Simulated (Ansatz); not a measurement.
Ca3SiO:
Space group Imma (No. 74); a = 6.636 Å, b = 9.387 Å, c = 6.658 Å, α = β = γ = 90.00°

```json
[
 {"atom": "Ca", "site": "4e", "symmetry": "mm2", "x": "0.0000", "y": "0.2500", "z": "0.4648"},
 {"atom": "Ca", "site": "8g", "symmetry": ".2.", "x": "0.2500", "y": "0.5179", "z": "0.2500"},
 {"atom": "Si", "site": "4e", "symmetry": "mm2", "x": "0.0000", "y": "0.7500", "z": "0.0007"},
 {"atom": "O", "site": "4b", "symmetry": "2/m..", "x": "0.0000", "y": "0.0000", "z": "0.5000"}
]
```
(The calculation used a cell of 10 atoms; values per cell refer to that cell.)

Relaxed with r²SCAN.

### Question
Tabulate the valence density and the electron localisation function along the shortest Ca–Ca contact (3.32 Å), the program Ansatz at the r²SCAN level (PAW).

### Answer


```
distance from Ca (Å)  density (e/Å³)   ELF
--------------------  --------------  ----
0.33                            5.57  0.83
0.50                            3.86  0.86
0.66                            2.11  0.84
0.83                            0.92  0.73
1.00                            0.35  0.37
1.16                            0.15  0.08
1.33                            0.08  0.03
1.49                            0.06  0.03
1.66                            0.06  0.03
1.82                            0.06  0.03
1.99                            0.08  0.03
2.16                            0.15  0.08
2.32                            0.35  0.37
2.49                            0.92  0.73
2.65                            2.11  0.84
2.82                            3.86  0.86
2.99                            5.57  0.83
```

The density is the valence pseudo-density with augmentation charge, so density and ELF within about 1 Å of a nucleus are not all-electron values.

The workflow started from a Materials Project entry (that database holds measured and hypothetical structures alike); the Crystallography Open Database copy checked does not list it. COD files the formula under space group No. 62. Whether it is the stable phase at ambient conditions was not checked. The r²SCAN relaxation kept the symmetry of its start; whether a distortion lowers the energy is not shown.

Potentials: the later of the program's two PAW sets.
